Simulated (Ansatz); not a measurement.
Here is an unrelaxed guess for MnH3.

```cif
data_structure
_symmetry_space_group_name_H-M 'P 1'
_symmetry_Int_Tables_number 1
_cell_length_a 3.2409
_cell_length_b 3.2409
_cell_length_c 3.2409
_cell_angle_alpha 90.000
_cell_angle_beta 90.000
_cell_angle_gamma 90.000
_cell_volume 34.04
loop_
_atom_site_label
_atom_site_type_symbol
_atom_site_fract_x
_atom_site_fract_y
_atom_site_fract_z
_atom_site_occupancy
Mn1 Mn 0.00000 0.00000 0.00000 1
H1 H 0.50000 0.50000 0.00000 1
H2 H 0.50000 0.00000 0.50000 1
H3 H 0.00000 0.50000 0.50000 1
```

Level of theory: DFT PBE, scalar-relativistic, plane waves, PAW (Ansatz). Plane waves to 420 eV, a k mesh through Γ of 6×6×6 on the computed 4-atom cell and Gaussian smearing (0.10 eV); collinear spin from starting moments 4.0 0.0 0.0 0.0 μB.

Energies over the elements count from the elements' standard structures at the same level (H₂ as a molecule), with no fitted energy shifts.

Task: How far from equilibrium is it?

Result: The pressure is -23.6 GPa (it wants to contract), the largest force is 0.00 eV/Å (symmetry fixes the atoms), and the energy is +0.64 eV/atom against the elements. The shortest distance is 2.29 Å.

Task: Is it a good guess?

Result: A rough one: relaxing gains about 0.42 eV/atom (the start's value is from the coarse mesh, so the gain is rough) in 13 ionic steps and ends at +0.22 eV/atom on the finer mesh. The symmetry stays Pm-3m (No. 221). The end has the Cu3Au (L1_2) type. The volume per atom shrinks by 43.2 %, from 8.5 to 4.8 Å³. The shortest distance goes from 2.29 Å (Mn–H and H–H) to 1.90 Å (Mn–H and H–H). Conventional cell: a = 2.684 Å. Mn has 12 H at 1.90 Å; H is surrounded by 4 Mn at 1.90 Å and 8 H at 1.90 Å.

The last run used collinear spin, an 18×18×18 mesh for its 4-atom cell and Gaussian smearing of 0.10 eV. With hydrogen, zero-point motion can shift formation energies by some tens of meV/atom. Another magnetic order may lie lower. The relaxation can't lower the symmetry of the start, and the grade says only how near the guess is to its own end. A structure relaxed within its symmetry needn't be a true minimum.
